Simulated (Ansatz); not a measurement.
# Computed properties of Ca₆Sb₂PN

Ca6Sb2PN:
```
CELL_PARAMETERS angstrom
      0.00000     5.09548     5.09548
      5.09548     0.00000     5.09548
      5.09548     5.09548     0.00000
ATOMIC_POSITIONS crystal
  Ca 0.26439 0.73561 0.73561
  Ca 0.73561 0.26439 0.26439
  Ca 0.73561 0.26439 0.73561
  Ca 0.26439 0.73561 0.26439
  Ca 0.73561 0.73561 0.26439
  Ca 0.26439 0.26439 0.73561
  Sb 0.25000 0.25000 0.25000
  Sb 0.75000 0.75000 0.75000
  P  0.00000 0.00000 0.00000
  N  0.50000 0.50000 0.50000
```

Space group Fm-3m (No. 225); conventional cell a = 10.1910 Å, b = 10.1910 Å, c = 10.1910 Å, α = 90.00°, β = 90.00°, γ = 90.00°.

Method: the program Ansatz at the r²SCAN level (PAW). Structure relaxed to zero pressure with the same functional. Other levels are named where they apply.

### Cell and energy

* **Volume per atom**: 26.46 Å³
* **Density**: 3.32 g/cm³
* **Formation energy from the elements (no fitted shifts)**: -1.24 eV/atom

### Electronic structure

Band gap: 0.97 eV (direct)
Valence-band maximum: at Γ
Conduction-band minimum: at Γ
Electron effective mass, band 1 of 2 at the edge: 0.89 along [100], 0.41 along [110], 0.26 along [111] (mₑ)
Electron effective mass, band 2 of 2 at the edge: 0.15 along [100], 0.19 along [110], 0.26 along [111] (mₑ)
Electron effective mass with spin–orbit coupling, band 1 of 2 at the edge: 0.89 along [100], 0.40 along [110], 0.28 along [111] (mₑ)
Electron effective mass with spin–orbit coupling, band 2 of 2 at the edge: 0.15 along [100], 0.19 along [110], 0.24 along [111] (mₑ)
Hole effective mass, band 1 of 3 at the edge: 0.41 along [100], 0.41 along [110], 0.34 along [111] (mₑ)
Hole effective mass, band 2 of 3 at the edge: 0.41 along [100], 0.32 along [110], 0.34 along [111] (mₑ)
Hole effective mass, band 3 of 3 at the edge: 0.10 along [100], 0.11 along [110], 0.12 along [111] (mₑ)
Hole effective mass with spin–orbit coupling, band 1 of 2 at the edge: 0.38 along [100], 0.32 along [110], 0.30 along [111] (mₑ)
Hole effective mass with spin–orbit coupling, band 2 of 2 at the edge: 0.12 along [100], 0.13 along [110], 0.13 along [111] (mₑ)
HSE06 gap on the r²SCAN cell: 1.24 eV
Gap with spin–orbit coupling: 0.85 eV

### Mechanics

- Bulk modulus (Birch–Murnaghan fit): 50.9 GPa
- Pressure derivative B′: 4.0
- Elastic constants (relaxed ions, GPa): C11 = 119, C12 = 16.8, C44 = 30.8
- Mechanical stability: stable (all eigenvalues of C positive)
- Hill bulk and shear moduli: 50.9 and 37.8 GPa
- Young's modulus: 90.9 GPa
- Poisson's ratio: 0.20
- Debye temperature from the elastic constants: 372 K

### Charges

* **Bader charges**: Ca +1.40, Sb -2.11, P -2.11, N -2.08 e

The start of the workflow was typed in or built on a structure type; neither database checked (COD, Materials Project) lists it. Whether it is the stable phase at ambient conditions was not checked. The cell was relaxed with r²SCAN under the symmetry of its start; its stability against distortions is not shown here. The references are the lowest solids computed at this level, not always the standard phases (solids in place of the gases). Spin–orbit coupling is left out wherever it is not named.

Potentials: the later of the program's two PAW sets.
